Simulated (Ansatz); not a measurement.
Au (fcc (Cu type)), relaxed with r²SCAN (Ansatz, a quantum-chemistry and plane-wave program, plane waves, PAW): a = 4.124 Å, b = 4.124 Å, c = 4.124 Å, α = 90.00°, β = 90.00°, γ = 90.00°.

* **B₀ by P(V) fit (GPa)**: 153
* **K_Hill (GPa)**: 154
* **G_Hill (GPa)**: 17.7
* **Θ_D (K)**: 127

Task: The same phase is relaxed and computed with PBEsol in the same code. What are the cell and these values now?

Result: a = 4.0817 Å, b = 4.0817 Å, c = 4.0817 Å, α = 90.00°, β = 90.00°, γ = 90.00°.

- B₀ by P(V) fit (GPa) = 174
- K_Hill (GPa) = 176
- G_Hill (GPa) = 24.4
- Θ_D (K) = 148

All cells were relaxed under the symmetry of their starts (and spin orders); stability against distortions was not tested throughout. Spin–orbit coupling is left out wherever it is not named.

Potentials: the later of the program's two PAW sets.

Ansatz is a plane-wave DFT program.
